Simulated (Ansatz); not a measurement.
TePb:
```xyz
2
Lattice="0.0000 3.2673 3.2673 3.2673 0.0000 3.2673 3.2673 3.2673 0.0000" Properties=species:S:1:pos:R:3 pbc="T T T"
Te     0.0000     0.0000     0.0000
Pb     3.2673     3.2673     3.2673
```

Relaxed with r²SCAN. Special points in fractions of this cell's reciprocal vectors: Γ (0.000, 0.000, 0.000); X (0.500, 0.000, 0.500); U (0.625, 0.250, 0.625); K (0.375, 0.375, 0.750); L (0.500, 0.500, 0.500); W (0.500, 0.250, 0.750).

Q: List the band energies nearest the valence-band maximum at these points for DFT-r²SCAN with spin–orbit coupling in the program Ansatz with PAW potentials.

A: In eV from the valence-band maximum; about four levels below and three above (degenerate sets whole), none deeper than 8.9 eV; points with the same levels are listed once.

```json
[
 {"k": "Γ", "below": "-1.14 -1.14 -1.14 -1.14", "above": "2.69 2.69 4.86 4.86 4.86 4.86"},
 {"k": "X", "below": "-3.27 -3.27 -2.56 -2.56", "above": "3.68 3.68 4.60 4.60"},
 {"k": "U", "below": "-2.63 -2.63 -1.94 -1.94", "above": "3.14 3.14 4.23 4.23"},
 {"k": "L", "below": "-0.78 -0.78 0.00 0.00", "above": "0.15 0.15 1.51 1.51"},
 {"k": "W", "below": "-3.85 -3.85 -0.49 -0.49", "above": "1.64 1.64 5.45 5.45 5.45 5.45"}
]
```

Space group Fm-3m (rock salt). The cell was relaxed with r²SCAN under the symmetry of its start; of distortions, only those at the zone centre were tested.

Potentials: the later of the program's two PAW sets.
